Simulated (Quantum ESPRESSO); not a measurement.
Nb2ZrO6F2, finding a planted mistake in a log

Simulated, not a measurement. The program is pw.x of Quantum ESPRESSO 7.5 (plane-wave density functional theory). The cell is made up: 11 atoms on a fluorite lattice with one site empty, with randomly drawn elements, strain and displacements, not relaxed. PseudoDojo standard norm-conserving files (v0.5 for PBE, v0.4.1 for LDA and PBEsol) set the functional; there is no spin polarisation, spin-orbit coupling or dispersion term, and the masses in the input are unused placeholders.

Intended input:

```
&control calculation='scf', pseudo_dir='./dojo.nc.sr.pbe.v0_5.standard.upf', outdir='./o', disk_io='medium', tprnfor=.true., tstress=.true. /
&system ibrav=0, nat=11, ntyp=4, nbnd=50, ecutwfc=84.00895049, nosym=.true., tot_charge=0,
 occupations='smearing', smearing='fd', degauss=0.0018374661
/
&electrons conv_thr=7.350e-09, electron_maxstep=60, /
ATOMIC_SPECIES
F 1.0 F.upf
Nb 1.0 Nb.upf
O 1.0 O.upf
Zr 1.0 Zr.upf
CELL_PARAMETERS angstrom
4.9558 0.0904 0.0333
0.0904 5.0212 -0.0175
0.0333 -0.0175 5.0803
ATOMIC_POSITIONS angstrom
Nb 0.0395 0.0162 0.0269
Zr 2.5778 0.1218 2.545
Nb 2.6671 2.4353 -0.0921
O 1.2356 1.2725 1.3069
F 1.2221 1.2806 3.759
F 1.2469 3.7292 1.2307
O 1.2315 3.8535 3.71
O 3.8908 1.2723 1.1388
O 3.7107 1.2157 3.8357
O 3.844 3.8328 1.2781
O 3.7416 3.7081 3.8088
K_POINTS automatic
5 4 4 1 1 1
```

The log is shortened where brackets say so; the opening notice, blank lines, dates and the lines on written files are dropped, and the path of the files is cut. It prints rydbergs, bohrs and kilobars, and counts compression as positive stress. Where no state is partly filled, the Fermi energy that it prints is only some level between the filled and the empty states on the mesh, and need not lie in the true gap.

Log of the intended run:

```
     Program PWSCF v.7.5
     Parallel version (MPI & OpenMP), running on       1 processor cores
     Number of MPI processes:                 1
     Threads/MPI process:                     1
     [start-up lines left out]
     bravais-lattice index     =            0
     lattice parameter (alat)  =       9.3669  a.u.
     unit-cell volume          =     852.7857 (a.u.)^3
     number of atoms/cell      =           11
     number of atomic types    =            4
     number of electrons       =        88.00
     number of Kohn-Sham states=           50
     kinetic-energy cutoff     =      84.0090  Ry
     charge density cutoff     =     336.0358  Ry
     scf convergence threshold =      7.3E-09
     mixing beta               =       0.7000
     number of iterations used =            8  plain     mixing
     Exchange-correlation= PBE
                           (   1   4   3   4   0   0   0)
     [axes and pseudopotential details left out]
   Cartesian axes
     site n.     atom                  positions (alat units)
         1        Nb     tau(   1) = (   0.0079690   0.0032683   0.0054270  )
         2        Zr     tau(   2) = (   0.5200599   0.0245726   0.5134427  )
         3        Nb     tau(   3) = (   0.5380758   0.4913112  -0.0185808  )
         4        O      tau(   4) = (   0.2492769   0.2567213   0.2636614  )
         5        F      tau(   5) = (   0.2465534   0.2583555   0.7583619  )
         6        F      tau(   6) = (   0.2515567   0.7523499   0.2482884  )
         7        O      tau(   7) = (   0.2484498   0.7774269   0.7484764  )
         8        O      tau(   8) = (   0.7849520   0.2566810   0.2297479  )
         9        O      tau(   9) = (   0.7486176   0.2452622   0.7738358  )
        10        O      tau(  10) = (   0.7755103   0.7732507   0.2578511  )
        11        O      tau(  11) = (   0.7548515   0.7480931   0.7684088  )
     number of k points=    40  Fermi-Dirac smearing, width (Ry)=  0.0018
                       cart. coord. in units 2pi/alat
        k(    1) = (   0.0969741   0.1220736   0.1217446), wk =   0.0500000
        k(    2) = (   0.0953189   0.1229536   0.3656779), wk =   0.0500000
     [further k points left out]
     Dense  grid:    88725 G-vectors     FFT dimensions: (  60,  60,  60)
     Estimated max dynamical RAM per process >     135.35 MB
     Initial potential from superposition of free atoms
     starting charge      87.9930, renormalised to      88.0000
     Starting wfcs are   62 randomized atomic wfcs
     total cpu time spent up to now is       23.9 secs
     per-process dynamical memory:    85.6 Mb
     Self-consistent Calculation
     iteration #  1     ecut=    84.01 Ry     beta= 0.70
     Davidson diagonalization with overlap
     ethr =  1.00E-02,  avg # of iterations =  2.0
     total cpu time spent up to now is       63.3 secs
     total energy              =    -644.61511504 Ry
     estimated scf accuracy    <       6.55695437 Ry
     iteration #  2     ecut=    84.01 Ry     beta= 0.70
     Davidson diagonalization with overlap
     ethr =  7.45E-03,  avg # of iterations =  6.0
     total cpu time spent up to now is      142.6 secs
     total energy              =    -639.80309872 Ry
     estimated scf accuracy    <      56.99263393 Ry
     [iterations 3 to 16 left out]
     iteration # 17     ecut=    84.01 Ry     beta= 0.70
     Davidson diagonalization with overlap
     ethr =  4.77E-11,  avg # of iterations =  4.5
     total cpu time spent up to now is      925.6 secs
     total energy              =    -648.16812958 Ry
     estimated scf accuracy    <       0.00000005 Ry
     iteration # 18     ecut=    84.01 Ry     beta= 0.70
     Davidson diagonalization with overlap
     ethr =  4.77E-11,  avg # of iterations =  2.2
     total cpu time spent up to now is      977.4 secs
     End of self-consistent calculation
     [lines on levels left out]
     the Fermi energy is    10.6473 ev
!    total energy              =    -648.16812958 Ry
     estimated scf accuracy    <          3.1E-09 Ry
     smearing contrib. (-TS)   =      -0.00000000 Ry
     internal energy E=F+TS    =    -648.16812958 Ry
     The total energy is F=E-TS. E is the sum of the following terms:
     one-electron contribution =    -167.84895477 Ry
     hartree contribution      =     134.76113156 Ry
     xc contribution           =    -144.14056955 Ry
     ewald contribution        =    -470.93973683 Ry
     convergence has been achieved in  18 iterations
     Forces acting on atoms (cartesian axes, Ry/au):
     atom    1 type  2   force =    -0.02631304   -0.10973133    0.02698955
     atom    2 type  4   force =     0.00308040   -0.10352949   -0.05129777
     atom    3 type  2   force =     0.09404962    0.11785581    0.01095494
     atom    4 type  3   force =     0.07109059   -0.05608972   -0.10100518
     atom    5 type  1   force =     0.00600344    0.04358593    0.04340155
     atom    6 type  1   force =     0.03579663    0.01612442   -0.03100579
     atom    7 type  3   force =     0.02571866    0.05541035    0.08638480
     atom    8 type  3   force =    -0.09776875    0.04785534   -0.01201289
     atom    9 type  3   force =    -0.00551508   -0.01340965    0.01945654
     atom   10 type  3   force =    -0.04834909    0.02033088   -0.07547727
     atom   11 type  3   force =    -0.05779339   -0.01840257    0.08361154
     Total force =     0.342482     Total SCF correction =     0.000176
     Computing stress (Cartesian axis) and pressure
          total   stress  (Ry/bohr**3)                   (kbar)     P=      -58.29
  -0.00019507  -0.00027985   0.00009185          -28.70      -41.17       13.51
  -0.00027985  -0.00043305   0.00035635          -41.17      -63.70       52.42
   0.00009185   0.00035635  -0.00056069           13.51       52.42      -82.48
     init_run     :     22.35s CPU     23.69s WALL (       1 calls)
     electrons    :    907.46s CPU    953.57s WALL (       1 calls)
     forces       :      6.12s CPU      6.18s WALL (       1 calls)
     stress       :     20.57s CPU     20.66s WALL (       1 calls)
     [timing details left out]
     PWSCF        :  15m56.99s CPU  16m45.28s WALL
     JOB DONE.
```

A second run was made from an input with one planted mistake. Its log:

```
     Program PWSCF v.7.5
     Parallel version (MPI & OpenMP), running on       1 processor cores
     Number of MPI processes:                 1
     Threads/MPI process:                     1
     [start-up lines left out]
     bravais-lattice index     =            0
     lattice parameter (alat)  =       9.3669  a.u.
     unit-cell volume          =     852.7857 (a.u.)^3
     number of atoms/cell      =           11
     number of atomic types    =            4
     number of electrons       =        89.00
     number of Kohn-Sham states=           51
     kinetic-energy cutoff     =      84.0090  Ry
     charge density cutoff     =     336.0358  Ry
     scf convergence threshold =      7.3E-09
     mixing beta               =       0.7000
     number of iterations used =            8  plain     mixing
     Exchange-correlation= PBE
                           (   1   4   3   4   0   0   0)
     [axes and pseudopotential details left out]
   Cartesian axes
     site n.     atom                  positions (alat units)
         1        Nb     tau(   1) = (   0.0079690   0.0032683   0.0054270  )
         2        Zr     tau(   2) = (   0.5200599   0.0245726   0.5134427  )
         3        Nb     tau(   3) = (   0.5380758   0.4913112  -0.0185808  )
         4        O      tau(   4) = (   0.2492769   0.2567213   0.2636614  )
         5        F      tau(   5) = (   0.2465534   0.2583555   0.7583619  )
         6        F      tau(   6) = (   0.2515567   0.7523499   0.2482884  )
         7        O      tau(   7) = (   0.2484498   0.7774269   0.7484764  )
         8        O      tau(   8) = (   0.7849520   0.2566810   0.2297479  )
         9        O      tau(   9) = (   0.7486176   0.2452622   0.7738358  )
        10        O      tau(  10) = (   0.7755103   0.7732507   0.2578511  )
        11        O      tau(  11) = (   0.7548515   0.7480931   0.7684088  )
     number of k points=    40  Fermi-Dirac smearing, width (Ry)=  0.0018
                       cart. coord. in units 2pi/alat
        k(    1) = (   0.0969741   0.1220736   0.1217446), wk =   0.0500000
        k(    2) = (   0.0953189   0.1229536   0.3656779), wk =   0.0500000
     [further k points left out]
     Dense  grid:    88725 G-vectors     FFT dimensions: (  60,  60,  60)
     Estimated max dynamical RAM per process >     136.21 MB
     Initial potential from superposition of free atoms
     starting charge      87.9930, renormalised to      89.0000
     Starting wfcs are   62 randomized atomic wfcs
     total cpu time spent up to now is       27.4 secs
     per-process dynamical memory:    78.5 Mb
     Self-consistent Calculation
     iteration #  1     ecut=    84.01 Ry     beta= 0.70
     Davidson diagonalization with overlap
     ethr =  1.00E-02,  avg # of iterations =  2.0
     total cpu time spent up to now is       83.4 secs
     total energy              =    -643.86529062 Ry
     estimated scf accuracy    <       6.15144775 Ry
     iteration #  2     ecut=    84.01 Ry     beta= 0.70
     Davidson diagonalization with overlap
     ethr =  6.91E-03,  avg # of iterations =  6.0
     total cpu time spent up to now is      197.8 secs
     total energy              =    -639.08385697 Ry
     estimated scf accuracy    <      55.97424766 Ry
     [iterations 3 to 17 left out]
     iteration # 18     ecut=    84.01 Ry     beta= 0.70
     Davidson diagonalization with overlap
     ethr =  4.31E-11,  avg # of iterations =  6.1
     total cpu time spent up to now is      903.6 secs
     total energy              =    -647.31773264 Ry
     estimated scf accuracy    <       0.00000002 Ry
     iteration # 19     ecut=    84.01 Ry     beta= 0.70
     Davidson diagonalization with overlap
     ethr =  2.29E-11,  avg # of iterations =  2.2
     total cpu time spent up to now is      934.6 secs
     End of self-consistent calculation
     [lines on levels left out]
     the Fermi energy is    11.8418 ev
!    total energy              =    -647.31773264 Ry
     estimated scf accuracy    <          1.3E-09 Ry
     smearing contrib. (-TS)   =      -0.00188161 Ry
     internal energy E=F+TS    =    -647.31585103 Ry
     The total energy is F=E-TS. E is the sum of the following terms:
     one-electron contribution =    -167.29299919 Ry
     hartree contribution      =     136.16596038 Ry
     xc contribution           =    -145.24907539 Ry
     ewald contribution        =    -470.93973683 Ry
     convergence has been achieved in  19 iterations
     Forces acting on atoms (cartesian axes, Ry/au):
     atom    1 type  2   force =    -0.04566609   -0.09862101    0.00240526
     atom    2 type  4   force =     0.01918365   -0.10174720   -0.04624348
     atom    3 type  2   force =     0.06232545    0.11653266    0.03089198
     atom    4 type  3   force =     0.07682442   -0.05800375   -0.08337045
     atom    5 type  1   force =     0.00433824    0.03928918    0.03944639
     atom    6 type  1   force =     0.04180868    0.01242883   -0.02669643
     atom    7 type  3   force =     0.04039378    0.04977039    0.07163084
     atom    8 type  3   force =    -0.10238207    0.03619486    0.00516392
     atom    9 type  3   force =     0.00396841   -0.03036077    0.00423316
     atom   10 type  3   force =    -0.05506425    0.02709819   -0.06611972
     atom   11 type  3   force =    -0.04573022    0.00741860    0.06865853
     Total force =     0.319465     Total SCF correction =     0.000089
     Computing stress (Cartesian axis) and pressure
          total   stress  (Ry/bohr**3)                   (kbar)     P=      173.83
   0.00143128  -0.00028435  -0.00001689          210.55      -41.83       -2.48
  -0.00028435   0.00117075   0.00038351          -41.83      172.22       56.42
  -0.00001689   0.00038351   0.00094290           -2.48       56.42      138.71
     init_run     :     25.81s CPU     27.15s WALL (       1 calls)
     electrons    :    888.00s CPU    907.19s WALL (       1 calls)
     forces       :      6.29s CPU      6.36s WALL (       1 calls)
     stress       :     21.88s CPU     21.97s WALL (       1 calls)
     [timing details left out]
     PWSCF        :  15m42.35s CPU  16m 3.25s WALL
     JOB DONE.
```

Question: what was wrong in the second input?

Answer: the cell has the wrong charge. The input lines that differ, file-writing options aside:

```
- &system ibrav=0, nat=11, ntyp=4, nbnd=50, ecutwfc=84.00895049, nosym=.true., tot_charge=0,
+ &system ibrav=0, nat=11, ntyp=4, nbnd=51, ecutwfc=84.00895049, nosym=.true., tot_charge=-1,
```

```
                                            intended run  run with the mistake
                          free energy (eV)     -8818.777             -8807.206
                    smearing term -TS (eV)        0.0000               -0.0256
                            pressure (GPa)         -5.83                 17.38
            largest force component (eV/Å)         3.030                 2.996
largest change of a force component (eV/Å)                               0.816
                                iterations            18                    19
```

For scale, a rerun of the intended cell at a cutoff of 1467 eV and k mesh 7 x 6 x 6 moved values by no more than 0.003 eV in energy, 0.05 GPa in stress and 0.004 eV/Å in force. The charged cell sits in a uniform background, so its energy and stress rest on the program's zero of potential. The number of bands, nbnd, was set by rule from the electron count and the smearing, so it follows the mistake.